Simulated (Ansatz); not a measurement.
## BP: from a starting cell to a relaxed one

The start is a relaxed BP cell deformed by the Cartesian strain tensor (xx, yy, zz, yz, xz, xy) = (-0.107, -0.095, -0.006, 0.088, 0.001, -0.104). The structure is fully relaxed (lattice and positions, P = 0) with PBE (plane waves to 420 eV, PAW, scalar-relativistic; Ansatz, an electronic-structure program). The first steps use a coarse 8×9×11 k-mesh.

The start:
```yaml
crystal:
  lattice:
    - [-0.23652, 2.25945, 2.46186]
    - [2.03203, -0.03639, 2.26173]
    - [1.79324, 1.82053, 0.20241]
  atoms:
    - { symbol: P, position: [0.75000, 0.75000, 0.75000] }
    - { symbol: B, position: [0.00000, 0.00000, 0.00000] }
```

Q: How large is the pressure on the unrelaxed cell, and of which sign?

A: +81.3 GPa (positive: the cell is compressed).

Q: By how much does the energy per atom fall from start to end?

A: 1.43 eV/atom.

Q: How does the volume change?

A: +27.3 %, from 9.24 to 11.76 Å³/atom.

Q: Does it find its way back to the structure it was made from?

A: It relaxes back to the parent, F-43m (No. 216).

Final structure:

```cif
data_B4P4
_chemical_formula_sum 'P4 B4'
_space_group_name_H-M_alt 'F-43m'
_space_group_IT_number 216
_space_group_name_Hall 'F -4 2 3'
_cell_length_a 4.54846
_cell_length_b 4.54846
_cell_length_c 4.54846
_cell_angle_alpha 90.000
_cell_angle_beta 90.000
_cell_angle_gamma 90.000
loop_
_atom_site_label
_atom_site_type_symbol
_atom_site_symmetry_multiplicity
_atom_site_Wyckoff_symbol
_atom_site_fract_x
_atom_site_fract_y
_atom_site_fract_z
_atom_site_occupancy
P1 P 4 b 0.50000 0.50000 0.50000 1
B1 B 4 d 0.75000 0.75000 0.75000 1
```
(The calculation used a cell of 2 atoms; values per cell refer to that cell.)

Final values are on a 12×12×12 k-mesh of the relaxed cell. No spin polarisation in the result.
